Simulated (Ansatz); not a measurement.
Given:

MgO in space group Pm-3n (No. 223; Mg on 6c, O on 6d), a = b = c = 5.590 Å, α = β = γ = 90.00°.

This is the PBEsol-relaxed structure.

Task: All from plane-wave PAW PBEsol (Ansatz code), unless another level is named. Estimate the hole effective mass, band 1 of 3 at the edge.

Result: 1.6 along [111] (mₑ).

Task: Give the electron effective mass.

Result: 0.40 mₑ (isotropic).

Task: Next, the weight of the valence-edge state by species (Voronoi cells)?

Result: O 92 %, Mg 8 %.

Task: And the valence-band maximum?

Result: at Γ.

Task: Predict the weight of the conduction-edge state by species (Voronoi cells).

Result: Mg 51 %, O 49 %.

The first step of the workflow began from a Materials Project structure, measured or hypothetical; the Crystallography Open Database copy checked does not list it. It is not the phase usual at ambient conditions (space group No. 225). Symmetry was held in the PBEsol relaxation; phonons on a q-mesh show no instability.

Potentials: the later of the program's two PAW sets.

Edges and masses are those of Kohn–Sham bands, whose gap is no quasiparticle gap.
